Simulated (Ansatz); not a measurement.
Input:

LuH₂:
```cif
data_H2Lu
_chemical_formula_sum 'Lu1 H2'
_space_group_name_H-M_alt 'P 1'
_space_group_IT_number 1
_cell_length_a 3.50590
_cell_length_b 3.50590
_cell_length_c 3.50590
_cell_angle_alpha 60.000
_cell_angle_beta 60.000
_cell_angle_gamma 60.000
loop_
_space_group_symop_operation_xyz
  'x, y, z'
loop_
_atom_site_label
_atom_site_type_symbol
_atom_site_fract_x
_atom_site_fract_y
_atom_site_fract_z
_atom_site_occupancy
Lu1 Lu 0.00000 0.00000 0.00000 1
H1 H 0.25000 0.25000 0.25000 1
H2 H 0.75000 0.75000 0.75000 1
```

This is the PBEsol-relaxed structure.

### Question
All from DFT-PBEsol in the program Ansatz with PAW potentials, unless another level is named. Estimate the electronic character.

### Answer
metallic (no gap).

### Question
What about the formation energy from the elements (no fitted shifts)?

### Answer
-0.74 eV/atom.

### Question
What about the density of states at the Fermi level?

### Answer
0.19 states/eV per atom (mean over ±0.08 eV).

### Question
Give the gap with spin–orbit coupling.

### Answer
none (metallic).

Space group Fm-3m (fluorite). The workflow started from an entry of the Crystallography Open Database (COD). Its standing as an ambient phase is unchecked. Symmetry was held in the PBEsol relaxation; of distortions, only those at the zone centre were tested. The references are the lowest solids computed at this level, not always the standard phases (solids in place of the gases). Scalar-relativistic: spin–orbit coupling is off unless named, which matters more the heavier the elements.

Potentials: the later of the program's two PAW sets.
